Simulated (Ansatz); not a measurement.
The calculation used DFT PBE, scalar-relativistic, plane waves, PAW in Ansatz. All cells share a 420 eV cutoff and Γ-centred k meshes spaced at most about 0.3 Å⁻¹ (about 0.25 or finer for metals, 2π included). No spin polarisation in the final relaxations.

Temperature and zero-point effects are left out.

Two forms of Be₂Cd₂S were relaxed alike.

A.

```
Be Cd S
1.0
     3.15805    0.00000    0.00000
     0.00000    4.95515    0.00000
     0.00000    0.00000    6.99247
Be Cd S
2 2 1
Direct
  0.00000 0.21077 0.00000
  0.00000 0.78923 0.00000
  0.50000 0.00000 0.30076
  0.50000 0.00000 0.69924
  0.50000 0.50000 0.00000
```

B.

```
Be Cd S
1.0
     3.37920    0.00000    0.00000
     0.00000    3.37920    0.00000
     0.00000    0.00000    7.81895
Be Cd S
2 2 1
Direct
  0.50000 0.00000 0.74522
  0.00000 0.50000 0.74522
  0.50000 0.50000 0.99178
  0.00000 0.00000 0.21512
  0.00000 0.00000 0.58341
```

Task: Which is lower in energy, and by how much?

Result: B is lower, by 175 meV/atom. A has space group Pmmm (No. 47), 21.9 Å³/atom and no gap on its mesh; B has space group P4mm (No. 99), 17.9 Å³/atom and no gap. Counting Be or Cd atoms around S (for each partner element, those within 1.25 times its shortest distance or 1.15 times the sum of covalent radii, where it is the nearest in units of that sum or under 1.3), A has S 4 and B has S 5. The denser one is the lower, and pressure would at first widen the difference. In A, Be has 1 Be at 2.09 Å, 2 S at 2.13 Å and 4 Cd at 2.83 Å; Cd is surrounded by 1 Cd at 2.79 Å, 4 Be at 2.83 Å, 2 Cd at 3.16 Å and 2 S at 3.25 Å; S is surrounded by 4 Be at 2.13 Å, 2 S at 3.16 Å and 4 Cd at 3.25 Å. In B, Be is surrounded by 2 S at 2.11 Å, 4 Be at 2.39 Å and 2 Cd at 2.56 Å; Cd on its first site is surrounded by 4 Be at 2.56 Å, 4 Cd at 2.96 Å and 4 Cd at 3.38 Å; around S lie 4 Be at 2.11 Å and 1 Cd at 2.88 Å; 1 more site not described. Both come from invented guesses.

Cells relaxed within their symmetry can be saddle points.
